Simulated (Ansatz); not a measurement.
The elements of this relaxed trial crystal are hidden behind letters.

```
lattice vectors (Å)
   6.1043    0.0000    0.0000
   0.0000    6.1043    0.0000
   0.0000    0.0000    6.1043
fractional positions
X 0.0000 0.5000 0.5000
X 0.0000 0.5000 0.0000
X 0.5000 0.0000 0.5000
X 0.0000 0.0000 0.5000
X 0.5000 0.0000 0.0000
X 0.5000 0.5000 0.0000
Z 0.2500 0.2500 0.2500
Z 0.2500 0.7500 0.7500
Z 0.7500 0.7500 0.2500
Z 0.7500 0.2500 0.7500
```

Method: DFT PBE, scalar-relativistic, plane waves, PAW (Ansatz 0.2.0). The final run on the 10-atom cell used 420 eV, a Γ-centred 6×6×6 mesh, 0.10 eV smearing and no spin polarisation.

```
Space group                               : Pn-3m (No. 224)
Conventional cell                         : a = 6.104 Å
Volume per atom                           : 22.75 Å³
Density                                   : 8.22 g/cm³
Energy over the elements                  : −1.03 eV/atom
Gap on the 6×6×6 mesh of the 10-atom cell : 0 eV (a metal)
```

Energies are uncorrected and count from the elements' standard states at the same level.

**Question.** X is a lanthanide and Z is a p-block element of period 2. Which elements are they?

**Answer.** X = Lu, Z = F, so the formula is Lu3F2. Density times volume gives a mean mass of 8.22 × 22.75/1.6605 = 112.6 u per atom, and this set has 112.6 u. Among the elements that the hints allow, noble gases aside, only these give it. Around Lu lie 4 F at 2.64 Å and 4 Lu at 3.05 Å; around F lie 6 Lu at 2.64 Å.

Symmetry constrained the relaxation, so the result can be a saddle point. Another cell of Lu3F2 relaxed alike, in P-6m2, lies 0.41 eV/atom lower, so this cell isn't the stable form at this level.
